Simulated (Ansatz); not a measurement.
MoSe (CsCl type, Pm-3m) at seven volumes, r²SCAN in the plane-wave PAW code Ansatz, scaled uniformly. One row is withheld.

```json
[
 {"V (Å³/atom)": "14.015", "P (GPa)": "22.66"},
 {"V (Å³/atom)": "14.477", "P (GPa)": "13.79"},
 {"V (Å³/atom)": "14.939", "P (GPa)": "?"},
 {"V (Å³/atom)": "15.401", "P (GPa)": "0.00"},
 {"V (Å³/atom)": "15.863", "P (GPa)": "-5.32"},
 {"V (Å³/atom)": "16.326", "P (GPa)": "-9.77"},
 {"V (Å³/atom)": "16.788", "P (GPa)": "-13.50"}
]
```

Problem. Fit the shown pressures and predict the withheld one.

Solution. P = (3/2)B₀(x^(7/2) − x^(5/2))[1 + (3/4)(B′ − 4)(x − 1)] with x = (V₀/V)^(2/3). Least squares on the six rows gives V₀ = 15.401 Å³/atom, B₀ = 192 GPa, B′ = 4.75. At V = 14.939, x = 1.0205 and P = 6.29 GPa. The run itself gave 6.31 GPa.

The cell is a constructed one: a structure type filled with these elements; neither database checked (COD, Materials Project) lists it. Its standing as an ambient phase is unchecked. The r²SCAN relaxation kept the symmetry of its start; whether a distortion lowers the energy is not shown. No spin polarisation was allowed.

Potentials: the earlier of the program's two PAW sets.
